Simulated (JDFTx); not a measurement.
An input for JDFTx (a modified build) (Hf(0001), CANDLE, water, 1 M NaF; bohr, hartree) and the course of its log:

```
lattice \
  6.0327237346 3.0163618673 0.0000000000 \
  0.0000000000 5.2244920096 0.0000000000 \
  0.0000000000 0.0000000000 44.5975365412
coords-type Lattice
ion Hf 0.6666666668 0.6666666668 -0.1603296610 0
ion Hf 0.0000000002 0.0000000002 -0.0534432200 0
ion Hf 0.6666666668 0.6666666668 0.0534432200 0
ion Hf 0.0000000002 0.0000000002 0.1603296610 0
ion-species pseudo/hf_pbe_v1.upf
elec-cutoff 20 100
elec-ex-corr gga-PBE
coulomb-interaction Slab 001
coulomb-truncation-embed 0 0 0
kpoint-folding 8 8 1
elec-smearing Fermi 0.01
elec-n-bands 34
electronic-scf nIterations 100 energyDiffThreshold 1e-08
fluid LinearPCM
pcm-variant CANDLE
fluid-solvent H2O
fluid-cation Na+ 1
fluid-anion F- 1
fluid-minimize nIterations 400 knormThreshold 1e-11
wavefunction read vac.wfns
elec-initial-eigenvals vac.eigenvals
dump-name f0.$VAR
dump End State Ecomponents EigStats BandEigs Forces ElecDensity IonicPositions Fillings Kpoints Dtot FluidDebug BoundCharge FluidDensity
```

```
[one cycle in 5 is shown, and the last three; fluid-solver lines are left out]
	FillingsUpdate:  mu: -0.147100718  nElectrons: 48.000000
SCF: Cycle:  0   F: -199.107044854899527   dF: +1.514e-04   |Residual|: 1.907e-03   |deigs|: 1.499e-05
	FillingsUpdate:  mu: -0.142782337  nElectrons: 48.000000
SCF: Cycle:  5   F: -199.107243437175015   dF: -6.718e-07   |Residual|: 2.074e-04   |deigs|: 5.979e-04
	FillingsUpdate:  mu: -0.142603432  nElectrons: 48.000000
SCF: Cycle: 10   F: -199.107244501451419   dF: -9.250e-07   |Residual|: 7.387e-05   |deigs|: 8.683e-05
	FillingsUpdate:  mu: -0.142560821  nElectrons: 48.000000
SCF: Cycle: 15   F: -199.107244797711587   dF: -2.838e-07   |Residual|: 1.086e-05   |deigs|: 1.198e-05
	FillingsUpdate:  mu: -0.142560333  nElectrons: 48.000000
SCF: Cycle: 20   F: -199.107244782933861   dF: -5.874e-10   |Residual|: 1.746e-05   |deigs|: 2.953e-05
	FillingsUpdate:  mu: -0.142526797  nElectrons: 48.000000
SCF: Cycle: 25   F: -199.107244685363810   dF: +1.016e-07   |Residual|: 3.778e-05   |deigs|: 5.273e-05
	FillingsUpdate:  mu: -0.142575627  nElectrons: 48.000000
SCF: Cycle: 30   F: -199.107244785513899   dF: +1.428e-08   |Residual|: 1.511e-05   |deigs|: 1.247e-05
	FillingsUpdate:  mu: -0.142525595  nElectrons: 48.000000
SCF: Cycle: 35   F: -199.107244671552365   dF: +1.154e-07   |Residual|: 3.941e-05   |deigs|: 5.901e-05
	FillingsUpdate:  mu: -0.142572185  nElectrons: 48.000000
SCF: Cycle: 40   F: -199.107244802200483   dF: +3.098e-10   |Residual|: 3.356e-06   |deigs|: 9.414e-09
	FillingsUpdate:  mu: -0.142590528  nElectrons: 48.000000
SCF: Cycle: 45   F: -199.107244532895976   dF: +2.684e-07   |Residual|: 6.076e-05   |deigs|: 2.909e-05
	FillingsUpdate:  mu: -0.142562540  nElectrons: 48.000000
SCF: Cycle: 50   F: -199.107244788281719   dF: -2.353e-08   |Residual|: 1.511e-05   |deigs|: 2.914e-05
	FillingsUpdate:  mu: -0.142604816  nElectrons: 48.000000
SCF: Cycle: 55   F: -199.107244718749172   dF: +6.644e-08   |Residual|: 3.256e-05   |deigs|: 4.432e-05
	FillingsUpdate:  mu: -0.142565202  nElectrons: 48.000000
SCF: Cycle: 60   F: -199.107244798178471   dF: -6.754e-08   |Residual|: 8.788e-06   |deigs|: 4.236e-05
	FillingsUpdate:  mu: -0.142566097  nElectrons: 48.000000
SCF: Cycle: 65   F: -199.107244801629037   dF: -9.101e-08   |Residual|: 3.898e-06   |deigs|: 1.821e-05
	FillingsUpdate:  mu: -0.142577229  nElectrons: 48.000000
SCF: Cycle: 70   F: -199.107244797921453   dF: -2.565e-08   |Residual|: 9.040e-06   |deigs|: 1.854e-05
	FillingsUpdate:  mu: -0.142565271  nElectrons: 48.000000
SCF: Cycle: 75   F: -199.107244801690683   dF: -1.377e-07   |Residual|: 4.496e-06   |deigs|: 4.404e-05
	FillingsUpdate:  mu: -0.142582351  nElectrons: 48.000000
SCF: Cycle: 80   F: -199.107244764654979   dF: +3.212e-08   |Residual|: 2.178e-05   |deigs|: 1.919e-05
	FillingsUpdate:  mu: -0.142578161  nElectrons: 48.000000
SCF: Cycle: 85   F: -199.107244794873793   dF: +5.728e-09   |Residual|: 1.053e-05   |deigs|: 1.286e-05
	FillingsUpdate:  mu: -0.142564078  nElectrons: 48.000000
SCF: Cycle: 90   F: -199.107244794669953   dF: -4.939e-08   |Residual|: 1.186e-05   |deigs|: 1.632e-05
	FillingsUpdate:  mu: -0.142585744  nElectrons: 48.000000
SCF: Cycle: 95   F: -199.107244741613499   dF: +5.237e-08   |Residual|: 2.759e-05   |deigs|: 2.393e-05
	FillingsUpdate:  mu: -0.142576095  nElectrons: 48.000000
SCF: Cycle: 97   F: -199.107244801596607   dF: -3.611e-08   |Residual|: 3.780e-06   |deigs|: 1.522e-05
	FillingsUpdate:  mu: -0.142564138  nElectrons: 48.000000
SCF: Cycle: 98   F: -199.107244304225560   dF: +4.974e-07   |Residual|: 9.133e-05   |deigs|: 1.922e-05
	FillingsUpdate:  mu: -0.142566380  nElectrons: 48.000000
SCF: Cycle: 99   F: -199.107244797767038   dF: -4.935e-07   |Residual|: 8.726e-06   |deigs|: 1.124e-05
SCF: None of the convergence criteria satisfied after 100 iterations.
IonicMinimize: Iter:   0  F: -199.107244797767038  |grad|_K:  0.000e+00
IonicMinimize: Converged (|grad|_K<1.000000e-04).
```

This run gave no converged result. The loop ran out of cycles short of its threshold. It has stalled and not diverged: the last ten energies span 5e-07 Ha, so the total is near its end, but levels, forces and charges aren't shown converged.
